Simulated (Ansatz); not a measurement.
# SrH₁₂Br₂O₆: field gradients at two levels of theory

Cell: an entry of the Crystallography Open Database (COD) whose atoms were relaxed with PBE, the cell held.

Space group P321 (No. 150); a = 8.2040, c = 4.1590 Å, γ = 120.00°.

| site | Wyckoff | site symmetry | x | y | z |
| --- | --- | --- | --- | --- | --- |
| Sr | 1a | 32. | 0.0000 | 0.0000 | 0.0000 |
| H2 | 6g | 1 | 0.0959 | 0.4332 | 0.9056 |
| H8 | 6g | 1 | 0.3447 | 0.2356 | 0.5136 |
| Br | 2d | 3.. | 0.3333 | 0.6667 | 0.5847 |
| O16 | 3f | .2. | 0.7839 | 0.0000 | 0.5000 |
| O19 | 3e | .2. | 0.3132 | 0.0000 | 0.0000 |

One atom of each set is listed.

First run. The numbers come from a DFT calculation in Ansatz (PBE, plane waves and PAW, scalar-relativistic, 420 eV cutoff, Γ-centred 3×3×5 k-points, Fermi–Dirac smearing 0.02 eV).

| site | V_zz (10²¹ V/m²) | η |
| --- | --- | --- |
| Sr | 0.92 | 0.00 |
| H2 | 3.64 | 0.14 |
| H8 | 3.55 | 0.11 |
| Br | -6.89 | 0.00 |
| O16 | -13.55 | 0.78 |
| O19 | -14.95 | 0.72 |

Second run. The same atoms and settings, except that the functional is LDA.

Question: What does the second run give?

Answer: 

```csv
site,V_zz,η,change of V_zz
Sr,0.93,0.00,+0.01
H2,3.70,0.13,+0.06
H8,3.62,0.10,+0.07
Br,-6.84,0.00,+0.05
O16,-12.65,0.79,+0.90
O19,-13.99,0.73,+0.96
```

The largest change of V_zz is on O19, from -14.95 to -13.99. In per cent, |V_zz| changes by +2 on Sr, +2 on H, -1 on Br, -7 to -6 on O (all sites that start above 0.5).

Without spin–orbit coupling (the program notes it for Sr) the gradients are little affected as a rule: paired runs on crystals with a gap mostly move them by under 2 % at such atoms. The lattice is static: at room temperature water may turn and average the couplings of its hydrogen. The entry's hydrogen positions were far off; the other atoms hardly move on relaxation.
For the second run: The largest force is 0.4 eV/Å, so the atoms aren't at the calculated equilibrium and relaxing them would move these values.
